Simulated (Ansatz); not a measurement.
Values for one crystal, relaxed and computed with DFT-r²SCAN in the program Ansatz with PAW potentials; other levels are named.

```yaml
volume_per_atom: 18.70 Å³
electronic_character: metallic (no gap)
Density of states at the Fermi level: 1.3 states/eV per atom (mean over ±0.08 eV)
Bulk modulus (Birch–Murnaghan fit): 168 GPa
mechanical_stability: unstable (C has a negative eigenvalue)
Pressure derivative B′: 3.5
Gap with spin–orbit coupling: none (metallic)
```

Question: Pick the material that matches.
(A) Os, fcc (Cu type)
(B) Nb, fcc (Cu type)
(C) Zn, fcc (Cu type)
(D) Sc, fcc (Cu type)

Answer: B, Nb, fcc (Cu type)

Space group Fm-3m (fcc (Cu type)). The workflow started from an entry of the Crystallography Open Database (COD), which files this formula under 2 space groups. It is not the phase usual at ambient conditions (space group No. 229). Symmetry was held in the r²SCAN relaxation. No spin polarisation was allowed. Spin–orbit coupling is left out wherever it is not named.

Potentials: the later of the program's two PAW sets.
